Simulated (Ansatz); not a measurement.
**Field gradients at the nuclei in CaH₁₂Cl₂O₆ at a changed volume**

The cell is a measured structure from the Crystallography Open Database (COD), relaxed with PBE at fixed cell and then changed (volume scaled by 1.04, ions relaxed).

```cif
data_CaH12Cl2O6
_symmetry_space_group_name_H-M 'P321'
_symmetry_Int_Tables_number 150
_cell_length_a 7.9796
_cell_length_b 7.9796
_cell_length_c 4.0060
_cell_angle_alpha 90.000
_cell_angle_beta 90.000
_cell_angle_gamma 120.000
loop_
_atom_site_label
_atom_site_type_symbol
_atom_site_symmetry_multiplicity
_atom_site_Wyckoff_symbol
_atom_site_fract_x
_atom_site_fract_y
_atom_site_fract_z
Ca Ca 1 a 0.0000 0.0000 0.0000
H2 H 6 g 0.7668 0.1122 0.5161
H8 H 6 g 0.4313 0.1000 0.0952
Cl Cl 2 d 0.6667 0.3333 0.3851
O16 O 3 f 0.7863 0.0000 0.5000
O19 O 3 e 0.3074 0.0000 0.0000
```

One atom of each set is listed.

Computed with Ansatz: DFT, PBE, plane waves and PAW, scalar-relativistic, 420 eV cutoff, Γ-centred 3×3×5 k-points, Fermi–Dirac smearing 0.02 eV.

Conventions: |V_zz| ≥ |V_yy| ≥ |V_xx|, η = (V_xx − V_yy)/V_zz, C_Q = eQV_zz/h.

43Ca: I = 7/2, Q = -40.80 mb; 2H: I = 1, Q = 2.858 mb; ³⁷Cl: I = 3/2, Q = -63.93 mb; ¹⁷O: I = 5/2, Q = -25.58 mb. Nuclear quadrupole moments: year-2017 set (Pyykkö).

```json
{"site": "Ca", "atoms": "1", "first shell": "9 O at 2.45–2.63 Å", "V_zz (10²¹ V/m²)": "0.66", "η": "0.00", "C_Q (MHz)": "-0.655"}
{"site": "H2", "atoms": "6", "first shell": "1 O at 0.98 Å; also 1 Cl at 2.33 Å", "V_zz (10²¹ V/m²)": "3.59", "η": "0.11", "C_Q (MHz)": "0.248"}
{"site": "H8", "atoms": "6", "first shell": "1 O at 0.99 Å; also 1 Cl at 2.20 Å", "V_zz (10²¹ V/m²)": "3.53", "η": "0.14", "C_Q (MHz)": "0.244"}
{"site": "Cl", "atoms": "2", "first shell": "6 H at 2.20–2.33 Å; also 6 O at 3.17–3.28 Å", "V_zz (10²¹ V/m²)": "-3.43", "η": "0.00", "C_Q (MHz)": "5.30"}
{"site": "O16", "atoms": "3", "first shell": "2 H at 0.98 Å, angle 104°; also 2 Ca at 2.63 Å", "V_zz (10²¹ V/m²)": "-13.51", "η": "0.77", "C_Q (MHz)": "8.36"}
{"site": "O19", "atoms": "3", "first shell": "2 H at 0.99 Å, angle 106°; also 1 Ca at 2.45 Å", "V_zz (10²¹ V/m²)": "-14.83", "η": "0.71", "C_Q (MHz)": "9.17"}
```

An axis of threefold or higher order runs through Ca and Cl, so V_zz lies along it and η is zero. At H2 and H8 V_zz points along its bond to O (within 2°) in each case. At O19 V_zz stands upright on the plane of its two bonds (within 1°).

The lattice is static: at room temperature water may turn and average the couplings of its hydrogen.
